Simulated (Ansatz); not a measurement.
## Sr₃AlN₃, one structure, two calculations

Cell: a computed structure from the Materials Project (it need not be an observed phase), taken as it stands.

Space group P6_3/m (No. 176); a = 7.6614, c = 5.3959 Å, γ = 120.00°.

```csv
site,Wyckoff,site symmetry,x,y,z
Sr,6h,m..,0.9278,0.6406,0.2500
Al,2c,-6..,0.6667,0.3333,0.7500
N,6h,m..,0.8939,0.5895,0.7500
```

One atom of each set is listed.

First run. Level of theory: DFT, PBE, plane waves and PAW, scalar-relativistic, 420 eV cutoff, Γ-centred 4×4×5 k-points, Fermi–Dirac smearing 0.02 eV (Ansatz 0.2.0).

```csv
site,V_zz (10²¹ V/m²),η
Sr,11.16,0.03
Al,6.81,0.00
N,-1.97,0.37
```

Second run. The same atoms and settings, except that the functional is r2SCAN and the cutoff is 500 eV.

Problem. Given the first result, estimate the second.

Solution. 

```json
{"site": "Sr", "V_zz": "11.52", "η": "0.03", "change of V_zz": "+0.36"}
{"site": "Al", "V_zz": "6.73", "η": "0.00", "change of V_zz": "-0.08"}
{"site": "N", "V_zz": "-2.16", "η": "0.32", "change of V_zz": "-0.19"}
```

The largest change of V_zz is on Sr, from 11.16 to 11.52. In per cent, |V_zz| changes by +3 on Sr, -1 on Al, +10 on N (all sites that start above 0.5).

Without spin–orbit coupling (the program notes it for Sr) the gradients can shift somewhat, as the gap is small.
For the first run: With a gap of 0.5 eV on this mesh, the gradients can still move by some per cent as the k-mesh gets denser.
For the second run: With these PAW files V_zz is typically within 2 to 3 % of all-electron values, but misses above 10 % occur on Al.
